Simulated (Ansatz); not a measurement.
Here is the system:

Relaxed AlFe (CsCl type):

```xyz
2
Lattice="2.8747 0.0000 0.0000 0.0000 2.8747 0.0000 0.0000 0.0000 2.8747" Properties=species:S:1:pos:R:3 pbc="T T T"
Al     0.0000     0.0000     0.0000
Fe     1.4374     1.4374     1.4374
```

In this cell atom 2 (Fe, nearest neighbour Al at 2.490 Å; its periodic images, 2.9 Å or more away, move with it) is moved by s along Cartesian [111], unit vector (0.577, 0.577, 0.577); all other atoms and the cell stay fixed.

These are PBE (plane waves to 420 eV, PAW, scalar-relativistic; Ansatz, an electronic-structure program) values and carry that method's errors. k mesh 13×13×13 (Γ-centred), Fermi-Dirac smearing 0.05 eV. Energies are smeared free energies. Left out: 4 of 11 points, with atoms too close for the PAW data. With partly filled bands, energies and forces of such displacements shift with the k mesh and the smearing. AlFe was relaxed with its symmetry unable to fall. Relaxed AlFe ends ferromagnetic. Other magnetic orders were not checked, so this need not be the ground state. ΔE is measured from the undisplaced structure.

The scan covers s from -0.450 to 0.450 Å in 7 points.

Question: Is the energy the same for equal positive and negative displacements?

Answer: Even: the same for both signs. With its periodic images moving along, the atom's site symmetry in this cell is m-3m.

Question: What is the energy change at s = 0.450 Å?

Answer: 957 meV/cell.

Question: What force acts on the atom along the line at s = -0.450 Å?

Answer: 5.00 eV/Å.

Question: What is the force constant k = d²E/ds² of this move at s = 0?

Answer: 7.94 eV/Å².

Question: With two atoms in the cell this is the zone-centre optical mode. What wavenumber follows?

Answer: 345 cm⁻¹.

(For displaced atoms, the force is minus the slope of the energy, and its curvature is a force constant, which sets phonon frequencies.)
